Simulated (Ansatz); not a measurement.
Every step of a relaxation of wurtzite ZnO (10-10), 4 layers

DFT, LDA, PAW with Ansatz's default frozen-core files, scalar-relativistic (Ansatz 0.2.0); a Γ-centred 9×6×1 k mesh, Fermi–Dirac smearing of 0.02 eV, no spin polarisation. The run relaxes the atoms in the fixed cell.

Command: `ansatz run input.yaml --threads 3 --pin off --max-ram 8192MiB --backend cpu --events-out ev --progress --plain --runs-dir out` It took 92 s on 3 threads of Arm Neoverse V1, with other jobs on the host, peak memory 0.64 GiB.

```yaml
crystal:
  lattice:
    - [3.1865540094, 0.0, 0.0]
    - [0.0, 5.1530062734, 0.0]
    - [0.0, 0.0, 19.6795]
  atoms:
    - { symbol: Zn, position: [0.0, 0.060826915, 0.4065139958] }
    - { symbol: O, position: [0.0, 0.439173085, 0.4065139958] }
    - { symbol: Zn, position: [0.5, 0.560826915, 0.4532569982] }
    - { symbol: O, position: [0.5, 0.939173085, 0.4532569982] }
    - { symbol: Zn, position: [0.5, 0.060826915, 0.5467430018] }
    - { symbol: O, position: [0.5, 0.439173085, 0.5467430018] }
    - { symbol: Zn, position: [0.0, 0.560826915, 0.5934860042] }
    - { symbol: O, position: [0.0, 0.939173085, 0.5934860042] }
kpoints:
  mp_grid: { grid: [9, 6, 1] }
scf:
  occupations: { method: fermi_dirac, width: 0.02 }
hamiltonian:
  xc: lda
  pseudopotentials: { kind: paw }
output:
  forces: true
  stress: true
  eigenvalues: true
relax:
  f_tol: 0.01
  max_steps: 40
efield:
  axis: 3
  amplitude: 0
  dipole_correction: true
```

Each step lists its free energy a cell above the last geometry, and Cartesian positions (Å) with forces (eV/Å).

The first step:

```
step 1  dF = 841.78 meV
  Zn 0.0000 0.3134 8.0000   0.0000 1.3062 1.3202
  O 0.0000 2.2631 8.0000   0.0000 -0.7254 0.3652
  Zn 1.5933 2.8899 8.9199   0.0000 -0.5021 -1.0175
  O 1.5933 4.8396 8.9199   0.0000 -0.0786 -1.2687
  Zn 1.5933 0.3134 10.7596   0.0000 -0.5021 1.0175
  O 1.5933 2.2631 10.7596   0.0000 -0.0786 1.2687
  Zn 0.0000 2.8899 11.6795   0.0000 1.3062 -1.3202
  O 0.0000 4.8396 11.6795   0.0000 -0.7254 -0.3652
```

The PAW files were made under PBE.

Task: Where does the relaxation end, and by which steps?

Result: After 8 geometries, with a shortest distance of 1.826 Å. The further steps:
```
step 2  dF = 410.64 meV
  Zn 0.0000 0.3710 8.1304   0.0000 0.8690 0.7771
  O 0.0000 2.2687 7.9900   0.0000 -0.6755 0.3477
  Zn 1.5933 2.8574 8.8873   0.0000 -0.2154 -0.8691
  O 1.5933 4.8089 8.9374   0.0000 0.0223 -0.9573
  Zn 1.5933 0.2809 10.7922   0.0000 -0.2154 0.8691
  O 1.5933 2.2324 10.7421   0.0000 0.0223 0.9573
  Zn 0.0000 2.9475 11.5491   0.0000 0.8690 -0.7771
  O 0.0000 4.8452 11.6895   0.0000 -0.6755 -0.3477
step 3  dF = 100.47 meV
  Zn 0.0000 0.4588 8.3030   0.0000 -0.8497 0.3403
  O 0.0000 2.2158 8.0047   0.0000 0.8151 -0.0469
  Zn 1.5933 2.8317 8.7968   0.0000 0.3638 -0.1505
  O 1.5933 4.7998 8.9153   0.0000 -0.3287 -0.0376
  Zn 1.5933 0.2552 10.8827   0.0000 0.3638 0.1505
  O 1.5933 2.2233 10.7642   0.0000 -0.3287 0.0376
  Zn 0.0000 3.0353 11.3765   0.0000 -0.8497 -0.3403
  O 0.0000 4.7923 11.6748   0.0000 0.8151 0.0469
step 4  dF = 20.52 meV
  Zn 0.0000 0.4474 8.3899   0.0000 -0.0641 0.0218
  O 0.0000 2.2311 8.0044   0.0000 -0.0443 0.0317
  Zn 1.5933 2.8536 8.7634   0.0000 0.0772 -0.1990
  O 1.5933 4.7739 8.9501   0.0000 0.0316 -0.0435
  Zn 1.5933 0.2771 10.9161   0.0000 0.0772 0.1990
  O 1.5933 2.1974 10.7294   0.0000 0.0316 0.0435
  Zn 0.0000 3.0239 11.2896   0.0000 -0.0641 -0.0218
  O 0.0000 4.8076 11.6751   0.0000 -0.0443 -0.0317
step 5  dF = 10.55 meV
  Zn 0.0000 0.4434 8.4076   0.0000 -0.0075 0.0257
  O 0.0000 2.2175 7.9782   0.0000 -0.0114 0.0549
  Zn 1.5933 2.8747 8.6935   0.0000 -0.0600 0.0084
  O 1.5933 4.7703 8.9415   0.0000 0.0789 0.1816
  Zn 1.5933 0.2982 10.9860   0.0000 -0.0600 -0.0084
  O 1.5933 2.1938 10.7380   0.0000 0.0789 -0.1816
  Zn 0.0000 3.0199 11.2719   0.0000 -0.0075 -0.0257
  O 0.0000 4.7940 11.7013   0.0000 -0.0114 -0.0549
step 6  dF = 1.28 meV
  Zn 0.0000 0.4438 8.4467   0.0000 0.0374 -0.0224
  O 0.0000 2.2104 7.9845   0.0000 -0.0134 -0.0064
  Zn 1.5933 2.8795 8.6807   0.0000 -0.0271 -0.0150
  O 1.5933 4.7722 8.9784   0.0000 0.0031 0.0557
  Zn 1.5933 0.3030 10.9988   0.0000 -0.0271 0.0150
  O 1.5933 2.1957 10.7011   0.0000 0.0031 -0.0557
  Zn 0.0000 3.0203 11.2328   0.0000 0.0374 0.0223
  O 0.0000 4.7869 11.6950   0.0000 -0.0134 0.0064
step 7  dF = 0.05 meV
  Zn 0.0000 0.4488 8.4617   0.0000 0.0016 -0.0124
  O 0.0000 2.2069 7.9689   0.0000 -0.0001 0.0077
  Zn 1.5933 2.8795 8.6636   0.0000 0.0088 -0.0040
  O 1.5933 4.7708 8.9957   0.0000 -0.0104 0.0130
  Zn 1.5933 0.3030 11.0159   0.0000 0.0088 0.0040
  O 1.5933 2.1943 10.6838   0.0000 -0.0104 -0.0130
  Zn 0.0000 3.0253 11.2178   0.0000 0.0016 0.0124
  O 0.0000 4.7834 11.7106   0.0000 -0.0001 -0.0077
step 8  dF = 0.00 meV
  Zn 0.0000 0.4478 8.4593   0.0000 0.0005 0.0031
  O 0.0000 2.2069 7.9703   0.0000 -0.0027 -0.0034
  Zn 1.5933 2.8807 8.6632   0.0000 -0.0013 0.0026
  O 1.5933 4.7706 8.9971   0.0000 0.0034 -0.0026
  Zn 1.5933 0.3042 11.0163   0.0000 -0.0013 -0.0026
  O 1.5933 2.1941 10.6824   0.0000 0.0034 0.0026
  Zn 0.0000 3.0243 11.2203   0.0000 0.0005 -0.0031
  O 0.0000 4.7834 11.7092   0.0000 -0.0027 0.0034
```
